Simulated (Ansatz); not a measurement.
CaO:
```cif
data_Ca4O4
_chemical_formula_sum 'Ca4 O4'
_space_group_name_H-M_alt 'Fm-3m'
_space_group_IT_number 225
_space_group_name_Hall '-F 4 2 3'
_cell_length_a 4.79540
_cell_length_b 4.79540
_cell_length_c 4.79540
_cell_angle_alpha 90.000
_cell_angle_beta 90.000
_cell_angle_gamma 90.000
loop_
_atom_site_label
_atom_site_type_symbol
_atom_site_symmetry_multiplicity
_atom_site_Wyckoff_symbol
_atom_site_fract_x
_atom_site_fract_y
_atom_site_fract_z
_atom_site_occupancy
Ca1 Ca 4 a 0.00000 0.00000 0.00000 1
O1 O 4 b 0.50000 0.50000 0.50000 1
```
(The calculation used a cell of 2 atoms; values per cell refer to that cell.)

Relaxed with r²SCAN. Plane-wave PAW r²SCAN (Ansatz code) gives a gap of 4.20 eV.

### Question
What gap does HSE06 give on the same cell (Ansatz, PAW)?

### Answer
5.31 eV, 1.11 eV more. The hybrid was solved on a coarser mesh and at special points; its gap is the smallest among all of these.

```csv
k,v1 r²SCAN,c1 r²SCAN,v1 HSE06,c1 HSE06
Γ,0.00,5.49,[?],[?]
X,-0.38,4.20,-0.42,5.31
L,-1.20,7.72,[?],[?]
W,-1.05,6.95,[?],[?]
K,-0.78,5.73,[?],[?]
```

### Question
Top valence (v1) and lowest conduction level (c1) in eV from each method's valence maximum (which need not be a listed point): supply the withheld HSE06 values.

### Answer

- Γ, v1 HSE06: 0.00
- Γ, c1 HSE06: 6.31
- K, v1 HSE06: -0.84
- K, c1 HSE06: 6.91
- L, v1 HSE06: -1.26
- L, c1 HSE06: 9.08
- W, v1 HSE06: -1.14
- W, c1 HSE06: 8.22

Cost on shared cores: the r²SCAN run (SCF on a 10×10×10 mesh, then bands and DOS) around 13 core-seconds (rough), the HSE06 run (SCF on 7×7×7, then a few points) roughly 60 core-seconds; the tasks are unlike.

The r²SCAN relaxation kept the symmetry of its start; phonons on a q-mesh show no instability.

Potentials: the earlier of the program's two PAW sets.
